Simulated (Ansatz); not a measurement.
A comparison from first-principles data. A thin piezoelectric film on a fast substrate raises the frequency that a given finger pitch reaches and keeps the wave at the surface.

The yardstick is α-quartz SiO2. Isotropic (polycrystal) averages. Wavelength 1.2 μm (twice a pitch of 0.6 μm); target 2 GHz. All rows have a gap at this level.

Methods, by column (Ansatz, a plane-wave PAW program): v_l, v_t: r²SCAN, elastic tensor, Hill average; density: r²SCAN, relaxed cell.

Runs started from generated or typed cells of the structure named: GaN; diamond; Ge. Whether these are the forms stable at ambient conditions was not checked: SiC (P6₃mc, hP16). Of the phases: diamond is metastable against graphite at zero pressure; the Γ and L minima of Ge lie closer than these levels can tell, and the real crystal has its minimum at L. Spin–orbit coupling is left out unless named.

Working rules: ν = (v_l² − 2v_t²)/(2(v_l² − v_t²)); v_R ≈ v_t (0.87 + 1.12ν)/(1 + ν); f = v_R/wavelength; pitch = v_R/2f.

| crystal | v_l (km/s) | v_t (km/s) | density (g/cm³) | Poisson ratio | Rayleigh speed (km/s) | frequency (GHz) | pitch for the target (nm) |
|---|---|---|---|---|---|---|---|
| GaN (zinc blende) | 7.53 | 4.29 | 6.11 | 0.260 | 3.954 | 3.30 | 989 |
| diamond | 18.29 | 12.46 | 3.54 | 0.067 | 11.036 | 9.20 | 2760 |
| α-quartz SiO2, reference | 6.07 | 4.09 | 2.64 | 0.084 | 3.638 | 3.03 | 910 |
| SiC (P6₃mc, hP16) | 12.43 | 7.93 | 3.22 | 0.157 | 7.168 | 5.97 | 1790 |
| Ge (diamond type) | 5.26 | 3.24 | 5.28 | 0.126 | 2.909 | 2.42 | 727 |

**Question.** Check the column «Poisson ratio» against the rules: one row is wrong, and what depends on it inherits the slip. Find and correct it.

**Answer.** The row of Ge shows 0.126. From its own inputs, ν = (5.26² − 2 × 3.24²)/(2 × (5.26² − 3.24²)) = 0.194. Carried on: v_R = 3.24 × (0.87 + 1.12 × 0.194)/(1 + 0.194) = 2.950 km/s; f = 2.950/1.2 = 2.46 GHz; pitch for the target: 500 × 2.950/2 = 738 nm. The other rows agree with the rules.

With the correction: Ranking by Rayleigh speed, highest first: diamond (11.036 ± 0.41), SiC (P6₃mc, hP16) (7.168 ± 0.28), GaN (3.954 ± 0.16), α-quartz SiO2 (3.638 ± 0.14), Ge (2.950 ± 0.12). The ± follows from allowances picked for this note (v_l 3 %, v_t 3 %, 3 % for the model), carried to first order and added in quadrature; ≈ joins neighbours closer than their two ± added in quadrature. On this figure 3 of 4 candidates do clearly better than the reference.

Single-crystal speeds depend on cut and direction, and the film changes the speed. Where several phases of a formula are at hand, those over 0.1 eV/atom above the lowest were not drawn (by r²SCAN where it compared them, else by the largest value; a layered or molecular lowest phase counts only with a dispersion term); other phases could lie lower still. The rows are a sample of crystals with v_t over 3 km/s, picked without regard to agreement with measurement. Limits of the draw: gap over 0.3 eV, v_l over 1.45 v_t, v_t over 3 km/s; for moduli and speeds, an anisotropy index under 2.5, no layered crystals; no unfamiliar magnets, and cubic perovskites only if shown or known to be stable. As a rule kept out of such tables: 4f compounds, open-shell compounds run without a Hubbard term, cells found unstable in the tests at hand, cells close to a higher symmetry, and runs set to a pressure or over 12 % in volume from the crystal's fullest run.
